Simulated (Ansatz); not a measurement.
La2O3:
```cif
data_La2O3
_chemical_formula_sum 'La2 O3'
_space_group_name_H-M_alt 'P-3m1'
_space_group_IT_number 164
_space_group_name_Hall '-P 3 2"'
_cell_length_a 3.88272
_cell_length_b 3.88272
_cell_length_c 5.95069
_cell_angle_alpha 90.000
_cell_angle_beta 90.000
_cell_angle_gamma 120.000
loop_
_atom_site_label
_atom_site_type_symbol
_atom_site_symmetry_multiplicity
_atom_site_Wyckoff_symbol
_atom_site_fract_x
_atom_site_fract_y
_atom_site_fract_z
_atom_site_occupancy
La1 La 2 d 0.33333 0.66667 0.24398 1
O1 O 1 a 0.00000 0.00000 0.00000 1
O2 O 2 d 0.66667 0.33333 0.35341 1
```

Relaxed with LDA.

Decompose the optical modes at the zone centre into irreducible representations, and say which are infrared and Raman allowed.

Point group -3m: Γ_opt = 2A1g + 2A2u + 2Eg + 2Eu. Infrared: A2u, Eu. Raman: A1g, Eg.

Assign frequencies (DFPT, DFT-LDA in the program Ansatz with PAW potentials; without the LO–TO term).

Eg 108, A1g 200, Eu 204, A2u 207, Eu 375, A1g 397, Eg 408, A2u 447 cm⁻¹.

The cell was relaxed with LDA under the symmetry of its start; phonons on a q-mesh show no instability. Scalar-relativistic: spin–orbit coupling is off unless named, which matters more the heavier the elements.

Potentials: the later of the program's two PAW sets.
